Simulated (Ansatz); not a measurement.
**Structures of ZnC: which is lowest?**

Plane-wave DFT in Ansatz with scalar-relativistic PAW potentials, cutoff 420 eV, Γ-centred meshes chosen by cell and gap, Gaussian smearing with energies taken to zero width. Every cell was relaxed (cell and atoms) in a run of its own, within the symmetry of its start. Functional: PBE.

Relaxed structures (starts from databases or built by putting these elements on another compound's sites):
A. Pm-3m, 2 atoms in the computed cell, a = 2.755 Å; sites (symmetry × multiplicity) Zn m-3m × 1, C m-3m × 1; start: built
B. Fm-3m, 2 atoms in the computed cell, a = 4.389 Å; sites (symmetry × multiplicity) Zn m-3m × 4, C m-3m × 4; start: built

Q: Rank them by energy. Could pressure change the order?

A:
```csv
structure,group,E − E(lowest) (meV/atom),V (Å³/atom),gap on mesh (eV)
B,Fm-3m,0.0,10.57,0.00
A,Pm-3m,267,10.46,0.00
```

B is lowest, 267 meV/atom under A. The two lowest differ in volume by under 3 %, too little for a first-order estimate of what pressure does to that pair (other pairs aren't weighed here); with rigid cells even 3 % in favour of the higher one would need about 135 GPa. Other structures may lie lower than all of these, and vibrations aren't counted.